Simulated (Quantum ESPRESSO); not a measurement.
## Zn3MgS3Cl (a curve over strain)

Simulated, not a measurement. The program is pw.x of Quantum ESPRESSO 7.5 (plane-wave density functional theory). The cell is made up: 8 atoms on a zincblende/diamond lattice, with randomly drawn elements, strain and displacements, not relaxed. PseudoDojo standard norm-conserving files (v0.5 for PBE, v0.4.1 for LDA and PBEsol) set the functional; there is no spin polarisation, spin-orbit coupling or dispersion term, and the masses in the input are unused placeholders. A spin-polarised start on this cell or one of its family kept no moment.

Seven runs add a strain to one cell (the same along x and y); the atoms follow the cell and are not relaxed. Stress in the table is positive in tension.

Input of the run at -0.0027:

```
&control calculation='scf', pseudo_dir='./dojo.nc.sr.pbe.v0_5.standard.upf', outdir='./o', disk_io='low', tprnfor=.true., tstress=.true. /
&system ibrav=0, nat=8, ntyp=4, nbnd=58, ecutwfc=84.00895049, nosym=.true., tot_charge=0,
 occupations='smearing', smearing='fd', degauss=0.0073498644
/
&electrons conv_thr=7.350e-09, electron_maxstep=60, /
ATOMIC_SPECIES
Cl 1.0 Cl.upf
Mg 1.0 Mg.upf
S 1.0 S.upf
Zn 1.0 Zn.upf
CELL_PARAMETERS angstrom
5.4832 0.0 0.0
0.0 5.4832 0.0
0.0 0.0 5.498
ATOMIC_POSITIONS angstrom
Zn -0.0039 0.0112 0.0318
Zn 0.0293 2.7034 2.7776
Zn 2.6926 -0.0217 2.6769
Mg 2.8508 2.5386 0.0756
S 1.4974 1.2023 1.3713
Cl 1.4165 4.033 4.093
S 4.0672 1.3097 4.1249
S 4.0377 4.0165 1.377
K_POINTS automatic
6 6 6 1 1 1
```

| added strain | free energy less that of the input shown (eV) | stress xx (GPa) | stress yy (GPa) | stress zz (GPa) | stress xy (GPa) | pressure (GPa) | iterations |
| --- | --- | --- | --- | --- | --- | --- | --- |
| -0.0219 | 0.3037 | -8.74 | -9.60 | -9.50 | -0.61 | 9.28 | 10 |
| -0.0173 | 0.2213 | -8.03 | -8.88 | -8.80 | -0.58 | 8.57 | 10 |
| -0.0056 | 0.0392 | -6.33 | -7.14 | -7.12 | -0.51 | 6.87 | 10 |
| -0.0027 | 0.0000 | -5.93 | -6.73 | -6.73 | -0.49 | 6.46 | 10 |
| +0.0114 | -0.1578 | -4.06 | -4.79 | -4.97 | -0.40 | 4.61 | 10 |
| +0.0145 | -0.1854 | -3.67 | -4.39 | -4.61 | -0.38 | 4.22 | 10 |

Question: one run is left out of the table, at +0.0045. Estimate its stress xx (GPa).

Answer: -4.96. The whole row:

| added strain | free energy less that of the input shown (eV) | stress xx (GPa) | stress yy (GPa) | stress zz (GPa) | stress xy (GPa) | pressure (GPa) | iterations |
| --- | --- | --- | --- | --- | --- | --- | --- |
| +0.0045 | -0.0871 | -4.96 | -5.72 | -5.81 | -0.44 | 5.50 | 10 |

A cubic fit gives a slope of stress xx against the added strain of 136 GPa at zero added strain, with the atoms clamped. Across the table the free energy follows the integral of the stress to within 0.4 meV. A rerun of one of the cells at 1437 eV and a 8 x 8 x 8 mesh moved values by no more than 0.002 eV in energy, 0.05 GPa in stress and 0.006 eV/Å in force.